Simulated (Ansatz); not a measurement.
A relaxed 1×1 slab of 4 planes, cut along (100) from a diamond crystal of one element, has a cell area of 22.15 Å² and a bulk spacing of 1.664 Å between its first planes. All-electron LAPW in Ansatz 0.2.0 (PBE, scalar-relativistic, no spin polarisation) gives γ = 0.82 J/m², Φ = 4.47 eV and a change of the outer spacing of -1.2 %. The diamond structure needn't be the element's own.

Question: Which element is it?

Answer: Sn. Other candidates weren't computed, and some may come near.
